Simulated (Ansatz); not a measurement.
Geometry optimisation in Ansatz: input, command and trajectory.

```yaml
crystal:
  lattice:
    - [-5.32028274, 5.32028274, 0.0]
    - [-5.32028274, 0.0, 5.32028274]
    - [0.0, 5.32028274, 5.32028274]
  atoms:
    - { symbol: F, position: [0.8761890546, 0.8731627037, 0.3786955511] }
    - { symbol: F, position: [0.3722458377, 0.8722765601, 0.3795029927] }
    - { symbol: F, position: [0.872203407, 0.3752686027, 0.3779152657] }
    - { symbol: F, position: [0.8766059327, 0.8716380052, 0.8763324051] }
    - { symbol: F, position: [0.374652621, 0.3770941237, 0.3753567112] }
    - { symbol: F, position: [0.3732595088, 0.8761158864, 0.8780166869] }
    - { symbol: F, position: [0.8746542989, 0.3768465587, 0.8751655574] }
    - { symbol: F, position: [0.376802336, 0.3729683261, 0.8735706685] }
    - { symbol: F, position: [0.6274821675, 0.6236781225, 0.1223831843] }
    - { symbol: F, position: [0.1282538683, 0.6245119778, 0.1192220743] }
    - { symbol: F, position: [0.6230899745, 0.1233863136, 0.1224901323] }
    - { symbol: F, position: [0.6235923627, 0.6263271135, 0.6227085819] }
    - { symbol: F, position: [0.1258941224, 0.1236126302, 0.1263705334] }
    - { symbol: F, position: [0.1247405561, 0.6253694199, 0.6308630173] }
    - { symbol: F, position: [0.6279273414, 0.1208861218, 0.6322791139] }
    - { symbol: F, position: [0.1308963464, 0.1224891921, 0.6227361999] }
    - { symbol: Ca, position: [0.5048349231, 0.9961204196, 0.999954633] }
    - { symbol: Ca, position: [0.9974173046, 0.5002729376, 0.003697644] }
    - { symbol: Ca, position: [0.498341194, 0.0015330105, 0.5036721598] }
    - { symbol: Ca, position: [0.0045743979, 0.505936073, 0.495973681] }
    - { symbol: Sr, position: [0.0028004081, 0.0006281166, 0.9974709893] }
    - { symbol: Sr, position: [0.9949445573, 0.0014982195, 0.5028513487] }
    - { symbol: Sr, position: [0.5069204289, 0.4962313701, 0.9970113606] }
    - { symbol: Sr, position: [0.4999608368, 0.4994244561, 0.4992132] }
  symmetry: { detect: false }
basis:
  ecutwfc: 420
kpoints:
  mp_grid: { grid: [1, 1, 1], shift: [0.25, 0.25, 0.25] }
hamiltonian:
  xc: pbe
scf:
  occupations: { method: gaussian, width: 0.1 }
  lower_state_search: "off"
output:
  forces: true
  stress: true
  eigenvalues: true
relax:
  adjacent_minimum: "off"
  f_tol: 0.04
  max_steps: 50
  cell: { stress_tol: 0.3 }
```

```bash
ansatz run input.yaml --threads 4 --pin off --max-ram 9216MiB --backend cpu --events-out ev --progress --plain --runs-dir out
```

All numbers below come from DFT PBE, scalar-relativistic, plane waves, PAW (Ansatz 0.2.0).

Of 9 frames 8 are shown, positions in Å and forces in eV/Å; the SCF threshold varies from step to step. Steps run on the plane waves of an earlier cell, with a Pulay correction in the pressure. The basis is chosen afresh for the last frame, the zero of the energies, and at times for earlier ones too; energy and pressure can step there, also at an unchanged geometry. Here that happened at steps 6 (-24 meV/atom, 2.7 GPa), 9 (-2 meV/atom, 0.1 GPa); frames between the last choice of the basis and such a step carry an error that grows, as the cell changes, to that size.

```xyz
24
Lattice="-5.3203 5.3203 0.0000 -5.3203 0.0000 5.3203 0.0000 5.3203 5.3203" Properties=species:S:1:pos:R:3:forces:R:3 pbc="T T T" step=1 free_energy_over_end_meV_per_atom=196.06 pressure_GPa=23.87
F    -9.3070    6.6763    6.6602    0.9422   -0.3021   -0.1347
F    -6.6212    3.9995    6.6598   -1.2187   -0.0405    0.0130
F    -6.6369    6.6510    4.0072   -1.2699    0.1461    0.0277
F    -9.3012    9.3261    9.2997    0.9209    0.1064    0.1739
F    -3.9995    3.9903    4.0033    1.0019   -0.0179   -0.1626
F    -6.6470    6.6571    9.3325   -1.0952    0.1937   -0.2241
F    -6.6583    9.3095    6.6611   -1.1962    0.1546   -0.2854
F    -3.9890    6.6523    6.6319    1.0248    0.0826    0.1049
F    -6.6565    3.9895    3.9693   -0.9247    0.0280    0.0993
F    -4.0049    1.3166    3.9569    1.0493    0.1374    0.1275
F    -3.9715    3.9667    1.3081    0.9782    0.3406    0.0451
F    -6.6499    6.6307    6.6452   -1.1553    0.1088    0.0353
F    -1.3274    1.3421    1.3300   -0.9764   -0.0537    0.0251
F    -3.9908    4.0200    6.6835    1.1116   -0.1608   -0.1571
F    -3.9839    6.7047    4.0071    1.1837   -0.5025    0.0246
F    -1.3481    4.0095    3.9648   -0.9750   -0.1919    0.1853
Ca   -7.9855    8.0059   10.6197    0.2245   -0.0961    0.3308
Ca   -7.9681    5.3262    2.6813   -0.1154    0.2018   -0.2529
Ca   -2.6595    5.3310    2.6878    0.0603   -0.0543   -0.2738
Ca   -2.7161    2.6631    5.3304    0.3882   -0.0217   -0.0903
Sr   -0.0182    5.3217    5.3102    0.2506   -0.0433    0.2151
Sr   -5.3014    7.9687    2.6833   -0.4926    0.3826   -0.2752
Sr   -5.3371    8.0013    7.9445    0.2733   -0.4752    0.2681
Sr   -5.3170    5.3159    5.3130    0.0099    0.0775    0.1804
24
Lattice="-5.5766 5.5778 -0.0001 -5.5775 -0.0010 5.5787 0.0012 5.5789 5.5789" Properties=species:S:1:pos:R:3:forces:R:3 pbc="T T T" step=2 free_energy_over_end_meV_per_atom=31.68 pressure_GPa=2.87
F    -9.6848    6.9947    6.9780   -0.1152   -0.1108   -0.0251
F    -7.0249    4.1939    6.9769   -0.0151   -0.0253    0.0088
F    -7.0385    6.9756    4.1976   -0.0087    0.0650    0.0178
F    -9.6822    9.7784    9.7626   -0.1230    0.0092    0.0355
F    -4.1192    4.1888    4.1980   -0.0856    0.0069   -0.0691
F    -7.0454    6.9826    9.7776    0.0667    0.0424   -0.0836
F    -7.0486    9.7645    6.9790    0.0346    0.0205   -0.1060
F    -4.1120    6.9807    6.9594   -0.0457    0.0103    0.0455
F    -7.0464    4.1838    4.1648    0.1110    0.0146    0.0548
F    -4.1155    1.3860    4.1633   -0.0654    0.0756    0.0512
F    -4.0951    4.1709    1.3759   -0.0969    0.1389    0.0659
F    -7.0459    6.9611    6.9747    0.0250    0.0530    0.0103
F    -1.4589    1.3979    1.3970    0.0478    0.0035    0.0192
F    -4.1030    4.1997    6.9914   -0.0712   -0.0576   -0.0577
F    -4.0983    7.0095    4.1910   -0.0639   -0.1872   -0.0360
F    -1.4801    4.2024    4.1677    0.0919   -0.0917    0.0815
Ca   -8.3686    8.3863   11.1467    0.0907   -0.0462    0.0991
Ca   -8.3629    5.5849    2.8030   -0.0052    0.0490   -0.1029
Ca   -2.7768    5.5830    2.8077   -0.0549    0.0077   -0.1175
Ca   -2.8314    2.7910    5.5868    0.2048    0.0001   -0.0365
Sr   -0.0162    5.5860    5.5679    0.1003   -0.0075    0.0991
Sr   -5.5677    8.3655    2.8049   -0.1101    0.0861   -0.0750
Sr   -5.5856    8.3791    8.3373    0.0735   -0.0854    0.1380
Sr   -5.5776    5.5798    5.5846    0.0145    0.0290   -0.0174
24
Lattice="-5.7064 5.6475 0.0001 -5.7076 -0.0011 5.6485 0.0050 5.6526 5.6524" Properties=species:S:1:pos:R:3:forces:R:3 pbc="T T T" step=3 free_energy_over_end_meV_per_atom=33.48 pressure_GPa=-2.33
F    -9.9480    7.0739    7.0575    0.2095   -0.0063    0.0148
F    -7.1839    4.2479    7.0593   -0.1796   -0.0247    0.0197
F    -7.1859    7.0800    4.2474   -0.1706   -0.0210    0.0020
F    -9.9488    9.8984    9.8887    0.2219   -0.0168    0.0058
F    -4.2441    4.2454    4.2395    0.2191   -0.0109    0.0075
F    -7.1815    7.0771    9.8921   -0.1754    0.0050    0.0235
F    -7.1790    9.8888    7.0586   -0.1837    0.0165    0.0295
F    -4.2352    7.0728    7.0592    0.2120    0.0051    0.0172
F    -7.1734    4.2424    4.2335   -0.2236    0.0116   -0.0088
F    -4.2273    1.4138    4.2355    0.1679   -0.0013   -0.0336
F    -4.2258    4.2444    1.4135    0.1770   -0.0122   -0.0202
F    -7.1740    7.0607    7.0718   -0.2016    0.0034   -0.0155
F    -1.4668    1.4130    1.4189   -0.2295    0.0113   -0.0095
F    -4.2241    4.2407    7.0601    0.1649    0.0188    0.0096
F    -4.2264    7.0632    4.2317    0.1749    0.0153    0.0021
F    -1.4673    4.2488    4.2384   -0.2069    0.0012   -0.0277
Ca   -8.5577    8.4849   11.3005   -0.0095   -0.0023   -0.0211
Ca   -8.5617    5.6547    2.8264    0.0041   -0.0176   -0.0002
Ca   -2.8435    5.6554    2.8288   -0.0602    0.0121    0.0062
Ca   -2.8554    2.8303    5.6529   -0.0030    0.0161   -0.0057
Sr    0.0005    5.6632    5.6542    0.0256   -0.0220   -0.0011
Sr   -5.7091    8.4815    2.8237    0.0375   -0.0045    0.0301
Sr   -5.7011    8.4806    8.4724    0.0027    0.0307    0.0320
Sr   -5.7077    5.6580    5.6548    0.0266   -0.0075   -0.0565
24
Lattice="-5.6441 5.6188 -0.0041 -5.6431 -0.0031 5.6179 0.0039 5.6187 5.6187" Properties=species:S:1:pos:R:3:forces:R:3 pbc="T T T" step=4 free_energy_over_end_meV_per_atom=28.33 pressure_GPa=-0.11
F    -9.8090    7.0369    7.0152    0.0017   -0.0334    0.0016
F    -7.1165    4.2183    7.0181   -0.0327   -0.0091    0.0164
F    -7.1207    7.0337    4.2176   -0.0232    0.0099    0.0122
F    -9.8149    9.8394    9.8304    0.0118   -0.0014    0.0023
F    -4.1689    4.2237    4.2205    0.0047   -0.0118   -0.0213
F    -7.1203    7.0316    9.8384   -0.0109    0.0262   -0.0068
F    -7.1150    9.8363    7.0195   -0.0409    0.0159   -0.0071
F    -4.1725    7.0313    7.0211    0.0351    0.0023    0.0011
F    -7.1245    4.2184    4.2072   -0.0026    0.0035   -0.0002
F    -4.1623    1.4060    4.2071   -0.0033    0.0066   -0.0054
F    -4.1625    4.2168    1.3983    0.0123    0.0248    0.0029
F    -7.1138    7.0234    7.0281   -0.0314    0.0016   -0.0157
F    -1.4749    1.4041    1.4077   -0.0338    0.0109   -0.0036
F    -4.1600    4.2174    7.0209    0.0102    0.0019    0.0095
F    -4.1625    7.0306    4.2030    0.0147   -0.0275    0.0137
F    -1.4741    4.2279    4.2043   -0.0117   -0.0318    0.0110
Ca   -8.4694    8.4330   11.2323    0.0231   -0.0064    0.0134
Ca   -8.4691    5.6227    2.8098    0.0104    0.0093   -0.0222
Ca   -2.8110    5.6241    2.8108   -0.0493    0.0066   -0.0186
Ca   -2.8299    2.8138    5.6218    0.0507    0.0085   -0.0171
Sr   -0.0026    5.6298    5.6156    0.0403   -0.0212    0.0283
Sr   -5.6426    8.4311    2.8049   -0.0137    0.0199    0.0015
Sr   -5.6424    8.4384    8.4215    0.0218   -0.0127    0.0398
Sr   -5.6452    5.6240    5.6206    0.0159    0.0073   -0.0355
24
Lattice="-5.6464 5.6147 -0.0024 -5.6460 -0.0020 5.6143 0.0035 5.6158 5.6158" Properties=species:S:1:pos:R:3:forces:R:3 pbc="T T T" step=6 free_energy_over_end_meV_per_atom=4.57 pressure_GPa=2.65
F    -9.8149    7.0308    7.0129   -0.0028   -0.0218    0.0085
F    -7.1233    4.2186    7.0173   -0.0135   -0.0104    0.0070
F    -7.1264    7.0310    4.2180   -0.0100    0.0040    0.0033
F    -9.8165    9.8347    9.8262    0.0019   -0.0039    0.0052
F    -4.1715    4.2187    4.2159    0.0019   -0.0014   -0.0092
F    -7.1248    7.0296    9.8336   -0.0043    0.0172   -0.0078
F    -7.1234    9.8315    7.0173   -0.0172    0.0116   -0.0054
F    -4.1699    7.0285    7.0161    0.0133    0.0013    0.0060
F    -7.1263    4.2169    4.2038    0.0012    0.0046    0.0066
F    -4.1643    1.4054    4.2049   -0.0058    0.0020   -0.0082
F    -4.1618    4.2150    1.4000   -0.0032    0.0151   -0.0039
F    -7.1212    7.0183    7.0227   -0.0128    0.0085   -0.0088
F    -1.4766    1.4051    1.4059   -0.0176    0.0078    0.0020
F    -4.1602    4.2160    7.0180   -0.0058    0.0003    0.0020
F    -4.1618    7.0257    4.2041    0.0015   -0.0229    0.0034
F    -1.4773    4.2230    4.2038   -0.0026   -0.0203    0.0121
Ca   -8.4706    8.4308   11.2273    0.0209   -0.0078    0.0095
Ca   -8.4716    5.6212    2.8086    0.0058    0.0029   -0.0172
Ca   -2.8160    5.6212    2.8108   -0.0318    0.0044   -0.0185
Ca   -2.8307    2.8129    5.6180    0.0381    0.0045   -0.0133
Sr   -0.0021    5.6241    5.6141    0.0294   -0.0055    0.0158
Sr   -5.6453    8.4265    2.8062   -0.0088    0.0182   -0.0044
Sr   -5.6452    8.4316    8.4165    0.0138   -0.0102    0.0376
Sr   -5.6466    5.6210    5.6168    0.0087    0.0018   -0.0224
24
Lattice="-5.6943 5.6608 -0.0083 -5.6914 -0.0054 5.6581 0.0075 5.6601 5.6602" Properties=species:S:1:pos:R:3:forces:R:3 pbc="T T T" step=7 free_energy_over_end_meV_per_atom=2.11 pressure_GPa=0.62
F    -9.8972    7.0825    7.0622    0.0009   -0.0029    0.0089
F    -7.1822    4.2477    7.0702    0.0047    0.0001    0.0060
F    -7.1849    7.0885    4.2455    0.0069   -0.0018    0.0032
F    -9.8934    9.9081    9.8984   -0.0038   -0.0019    0.0038
F    -4.2051    4.2497    4.2432    0.0017    0.0001    0.0055
F    -7.1790    7.0841    9.9078    0.0050    0.0052    0.0048
F    -7.1796    9.9094    7.0665    0.0013    0.0067    0.0077
F    -4.1993    7.0836    7.0691   -0.0045    0.0019    0.0031
F    -7.1833    4.2522    4.2351    0.0062   -0.0001   -0.0021
F    -4.1987    1.4145    4.2368   -0.0087   -0.0038   -0.0051
F    -4.1993    4.2513    1.4085   -0.0078    0.0002   -0.0066
F    -7.1777    7.0739    7.0738    0.0007    0.0033   -0.0065
F    -1.4889    1.4172    1.4183    0.0008    0.0011   -0.0048
F    -4.1941    4.2483    7.0714   -0.0094   -0.0015   -0.0020
F    -4.1964    7.0777    4.2337   -0.0064   -0.0036   -0.0046
F    -1.4859    4.2552    4.2394    0.0028   -0.0038    0.0004
Ca   -8.5330    8.4935   11.3141    0.0026   -0.0034    0.0010
Ca   -8.5421    5.6659    2.8220    0.0035   -0.0018   -0.0055
Ca   -2.8426    5.6671    2.8270   -0.0082    0.0028   -0.0040
Ca   -2.8447    2.8342    5.6601    0.0058    0.0031   -0.0021
Sr    0.0054    5.6679    5.6607    0.0035   -0.0024   -0.0016
Sr   -5.6921    8.4976    2.8220    0.0022    0.0045    0.0004
Sr   -5.6866    8.4958    8.4847   -0.0006   -0.0034    0.0025
Sr   -5.6903    5.6651    5.6555    0.0009    0.0013   -0.0027
24
Lattice="-5.7106 5.6754 -0.0077 -5.7079 -0.0049 5.6727 0.0070 5.6747 5.6747" Properties=species:S:1:pos:R:3:forces:R:3 pbc="T T T" step=8 free_energy_over_end_meV_per_atom=2.37 pressure_GPa=0.03
F    -9.9268    7.1012    7.0817    0.0047   -0.0025    0.0041
F    -7.2029    4.2592    7.0895    0.0014    0.0011    0.0028
F    -7.2049    7.1074    4.2574    0.0029   -0.0018    0.0008
F    -9.9230    9.9336    9.9248    0.0007   -0.0026    0.0013
F    -4.2179    4.2608    4.2547    0.0052   -0.0019    0.0029
F    -7.1996    7.1040    9.9345    0.0016    0.0005    0.0020
F    -7.2004    9.9363    7.0863   -0.0006    0.0024    0.0044
F    -4.2130    7.1027    7.0878    0.0001   -0.0005    0.0002
F    -7.2025    4.2636    4.2465    0.0009    0.0007   -0.0009
F    -4.2119    1.4174    4.2468   -0.0034   -0.0016   -0.0012
F    -4.2129    4.2621    1.4118   -0.0030    0.0003   -0.0020
F    -7.1980    7.0926    7.0917   -0.0014    0.0043   -0.0024
F    -1.4922    1.4207    1.4217   -0.0024    0.0020   -0.0024
F    -4.2081    4.2593    7.0890   -0.0029    0.0001   -0.0003
F    -4.2100    7.0947    4.2442   -0.0016    0.0000   -0.0025
F    -1.4894    4.2659    4.2505   -0.0004    0.0003    0.0020
Ca   -8.5577    8.5155   11.3438    0.0004   -0.0015   -0.0002
Ca   -8.5666    5.6807    2.8291    0.0033   -0.0016   -0.0017
Ca   -2.8522    5.6821    2.8340   -0.0036    0.0015   -0.0015
Ca   -2.8517    2.8421    5.6743   -0.0013    0.0016   -0.0008
Sr    0.0056    5.6824    5.6753   -0.0001   -0.0006   -0.0027
Sr   -5.7087    8.5200    2.8298    0.0022    0.0010    0.0002
Sr   -5.7034    8.5177    8.5077   -0.0017   -0.0013   -0.0014
Sr   -5.7068    5.6801    5.6701   -0.0011    0.0002   -0.0006
24
Lattice="-5.7106 5.6754 -0.0077 -5.7079 -0.0049 5.6727 0.0070 5.6747 5.6747" Properties=species:S:1:pos:R:3:forces:R:3 pbc="T T T" step=9 free_energy_over_end_meV_per_atom=0.00 pressure_GPa=0.13
F    -9.9268    7.1012    7.0817    0.0048   -0.0023    0.0042
F    -7.2029    4.2592    7.0895    0.0011    0.0010    0.0028
F    -7.2049    7.1074    4.2574    0.0026   -0.0019    0.0007
F    -9.9230    9.9336    9.9248    0.0009   -0.0025    0.0014
F    -4.2179    4.2608    4.2547    0.0054   -0.0017    0.0030
F    -7.1996    7.1040    9.9345    0.0013    0.0004    0.0019
F    -7.2004    9.9363    7.0863   -0.0010    0.0023    0.0043
F    -4.2130    7.1027    7.0878    0.0003   -0.0004    0.0003
F    -7.2025    4.2636    4.2465    0.0008    0.0005   -0.0010
F    -4.2119    1.4174    4.2468   -0.0031   -0.0016   -0.0011
F    -4.2129    4.2621    1.4118   -0.0027    0.0003   -0.0019
F    -7.1980    7.0926    7.0917   -0.0016    0.0042   -0.0025
F    -1.4922    1.4207    1.4217   -0.0025    0.0019   -0.0026
F    -4.2081    4.2593    7.0890   -0.0026    0.0002   -0.0002
F    -4.2100    7.0947    4.2442   -0.0013    0.0000   -0.0024
F    -1.4894    4.2659    4.2505   -0.0006    0.0001    0.0018
Ca   -8.5577    8.5155   11.3438    0.0004   -0.0016   -0.0002
Ca   -8.5666    5.6807    2.8291    0.0033   -0.0016   -0.0018
Ca   -2.8522    5.6821    2.8340   -0.0037    0.0016   -0.0016
Ca   -2.8517    2.8421    5.6743   -0.0011    0.0016   -0.0008
Sr    0.0056    5.6824    5.6753   -0.0001   -0.0006   -0.0026
Sr   -5.7087    8.5200    2.8298    0.0022    0.0010    0.0002
Sr   -5.7034    8.5177    8.5077   -0.0017   -0.0013   -0.0014
Sr   -5.7068    5.6801    5.6701   -0.0011    0.0002   -0.0006
```

The run took 26 s on 4 threads of Arm Neoverse V1, on a shared host, peak memory 0.58 GiB.

The k mesh is coarse.